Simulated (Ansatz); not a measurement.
A geometry of Cu$_{2}$O away from equilibrium: step 2 of the relaxation of a relaxed Cu2O cell with every coordinate shifted by Gaussian noise of σ = 0.1 Å. Computed with r2SCAN (plane waves to 500 eV, PAW, scalar-relativistic; Ansatz, a program for electronic structure). Γ-centred k-mesh 6×6×6 on the run's cell (coarser than for final values), Fermi–Dirac smearing 0.05 eV.

```
Cu2O
1.0
    4.24440     0.01184    -0.02823
    0.01184     4.24127    -0.00551
   -0.02823    -0.00551     4.24677
Cu O
4 2
Direct
  0.76966   0.74103   0.76335
  0.76406   0.25078   0.27083
  0.24683   0.74154   0.23105
  0.26149   0.26704   0.76483
  0.00142   0.02745   0.98195
  0.49089   0.47581   0.50435
```

Q: Which atoms carry the largest force, and which way does it point?

A: 2.53 eV/Å, on O6 (atoms numbered as listed); on O6 its components are (1.19, 2.17, -0.53).

Q: What is the pressure?

A: +1.2 GPa, compression positive.

No spin polarisation in the result.
